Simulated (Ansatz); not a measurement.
ZrS:
```
ZrS
1.0
    0.00000     2.61214     2.61214
    2.61214     0.00000     2.61214
    2.61214     2.61214     0.00000
Zr S
1 1
Direct
  0.00000   0.00000   0.00000
  0.50000   0.50000   0.50000
```

Relaxed with r²SCAN. Special points in fractions of this cell's reciprocal vectors: Γ (0.000, 0.000, 0.000); X (0.500, 0.000, 0.500); U (0.625, 0.250, 0.625); K (0.375, 0.375, 0.750); L (0.500, 0.500, 0.500); W (0.500, 0.250, 0.750).

List the band energies nearest the Fermi level at these points for r²SCAN in the plane-wave PAW code Ansatz.

In eV from the Fermi level; about four levels below and three above (degenerate sets whole), none deeper than 8.9 eV; … stands for higher levels left out; points with the same levels are listed once.

```
k                          below                above
-  -----------------------------  -------------------
Γ  -1.47 -1.47 -1.47 -0.72 -0.72          2.45 7.69 …
X        -6.80 -4.97 -4.97 -3.61       0.52 2.42 2.42
U        -6.82 -6.66 -5.81 -1.56  1.81 2.04 2.62 2.63
L              -8.59 -6.50 -6.50       1.52 1.52 1.88
W        -6.43 -6.43 -0.01 -0.01       1.94 2.44 2.52
```

Space group Fm-3m (rock salt). The workflow started from an entry of the Crystallography Open Database (COD), which files this formula under 2 space groups. Its standing as an ambient phase is unchecked. The cell was relaxed with r²SCAN under the symmetry of its start; of distortions, only those at the zone centre were tested. No spin polarisation was allowed. Scalar-relativistic: spin–orbit coupling is off unless named, which matters more the heavier the elements.

Potentials: the later of the program's two PAW sets.
